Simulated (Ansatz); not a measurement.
Method: DFT PBE, scalar-relativistic, plane waves, PAW (Ansatz). All cells share a 420 eV cutoff and Γ-centred k meshes spaced at most about 0.3 Å⁻¹ (about 0.25 or finer for metals, 2π included). Collinear spin in cells that started with moments and kept them past the coarse steps, no spin elsewhere.

All energies are static (0 K, no zero-point motion). All come from trial cells, and lower structures may exist.

Question: Which of these relaxed structures of Sc₃BN₂ is the lowest in energy?
1.

```cif
data_structure
_symmetry_space_group_name_H-M 'P6/mmm'
_symmetry_Int_Tables_number 191
_cell_length_a 5.8211
_cell_length_b 5.8211
_cell_length_c 2.8855
_cell_angle_alpha 90.000
_cell_angle_beta 90.000
_cell_angle_gamma 120.000
_cell_volume 84.68
loop_
_atom_site_label
_atom_site_type_symbol
_atom_site_symmetry_multiplicity
_atom_site_Wyckoff_symbol
_atom_site_fract_x
_atom_site_fract_y
_atom_site_fract_z
_atom_site_occupancy
Sc1 Sc 3 g 0.50000 0.00000 0.50000 1
B1 B 1 a 0.00000 0.00000 0.00000 1
N1 N 2 c 0.33333 0.66667 0.00000 1
```

2.

```cif
data_structure
_symmetry_space_group_name_H-M 'P4/mmm'
_symmetry_Int_Tables_number 123
_cell_length_a 4.8470
_cell_length_b 4.8470
_cell_length_c 4.2743
_cell_angle_alpha 90.000
_cell_angle_beta 90.000
_cell_angle_gamma 90.000
_cell_volume 100.42
loop_
_atom_site_label
_atom_site_type_symbol
_atom_site_symmetry_multiplicity
_atom_site_Wyckoff_symbol
_atom_site_fract_x
_atom_site_fract_y
_atom_site_fract_z
_atom_site_occupancy
Sc1 Sc 2 e 0.50000 0.00000 0.50000 1
Sc2 Sc 1 a 0.00000 0.00000 0.00000 1
B1 B 1 b 0.00000 0.00000 0.50000 1
N1 N 2 f 0.50000 0.00000 0.00000 1
```

3.

```cif
data_structure
_symmetry_space_group_name_H-M 'P4/mmm'
_symmetry_Int_Tables_number 123
_cell_length_a 4.1780
_cell_length_b 4.1780
_cell_length_c 6.2982
_cell_angle_alpha 90.000
_cell_angle_beta 90.000
_cell_angle_gamma 90.000
_cell_volume 109.94
loop_
_atom_site_label
_atom_site_type_symbol
_atom_site_symmetry_multiplicity
_atom_site_Wyckoff_symbol
_atom_site_fract_x
_atom_site_fract_y
_atom_site_fract_z
_atom_site_occupancy
Sc1 Sc 1 d 0.50000 0.50000 0.50000 1
Sc2 Sc 1 b 0.00000 0.00000 0.50000 1
Sc3 Sc 1 c 0.50000 0.50000 0.00000 1
B1 B 1 a 0.00000 0.00000 0.00000 1
N1 N 2 e 0.00000 0.50000 0.50000 1
```

4.

```cif
data_structure
_symmetry_space_group_name_H-M 'P6/mmm'
_symmetry_Int_Tables_number 191
_cell_length_a 4.5763
_cell_length_b 4.5763
_cell_length_c 4.3356
_cell_angle_alpha 90.000
_cell_angle_beta 90.000
_cell_angle_gamma 120.000
_cell_volume 78.63
loop_
_atom_site_label
_atom_site_type_symbol
_atom_site_symmetry_multiplicity
_atom_site_Wyckoff_symbol
_atom_site_fract_x
_atom_site_fract_y
_atom_site_fract_z
_atom_site_occupancy
Sc1 Sc 2 d 0.33333 0.66667 0.50000 1
Sc2 Sc 1 a 0.00000 0.00000 0.00000 1
B1 B 1 b 0.00000 0.00000 0.50000 1
N1 N 2 c 0.33333 0.66667 0.00000 1
```

Answer: 1. It has space group P6/mmm (No. 191); the next, 2, with space group P4/mmm (No. 123), lies 291 meV/atom higher. Largest moments: 1 no spin, 2 no spin, 3 0.5 μB, 4 no spin. The shortest distance is 2.21 Å (Sc–N) in the lowest and 2.14 Å (Sc–B and Sc–N) in the next.

Another magnetic order may lie lower. Cells relaxed within their symmetry can be saddle points. Some types were kept out of the candidates beforehand, so the set may lack a known form.
